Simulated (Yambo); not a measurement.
G0W0@PBEsol for PbI₂ (space group P6_3mc, No. 186) in Yambo (3×3×1 mesh, 6 Ry block, plasmon pole, screening fixed), without a terminator:

```
bands N in G  gap Γ → Γ (eV)  shift of the valence edge (eV)
------------  --------------  ------------------------------
202                    2.152                          -0.074
348                    2.215                          -0.394
544                    2.218                          -0.521
```

Q: Extrapolate both columns to infinite N with E(N) = E∞ + A/N, test the form, and compare with the terminator.

A: From two points, E∞ = (N2 E2 − N1 E1)/(N2 − N1). The two largest N give 2.22 eV for the gap and -0.75 eV for the shift; the two smallest give 2.30 eV and -0.84 eV. For the gap the slopes A are -30 and -2.9 eV: the form isn't reached, and its limit is uncertain. For the shift the slopes A are 150 and 120 eV: the form isn't reached, and its limit is uncertain. With the Bruneval-Gonze terminator and 544 bands the run gives 2.24 eV and -0.63 eV, 0.02 eV and 0.11 eV from the extrapolated values: the terminator too is an estimate of the remainder. Block, mesh and the bands in W are held fixed.

The standard potential for Pb keeps a d shell in the valence without the s and p states of that shell. In tests on such compounds this moved G0W0 gaps by up to about 0.9 eV, so absolute quasiparticle energies here are unreliable; differences between settings are what counts.

Spin-orbit coupling is included.

Geometry of the Materials Project entry, not relaxed at this level; primitive cell a = b = 4.618 Å, c = 14.551 Å, α = β = 90.00°, γ = 120.00°.

This is not the ordinary phase of the substance.

A shift is the quasiparticle energy of the state minus its PBEsol energy.
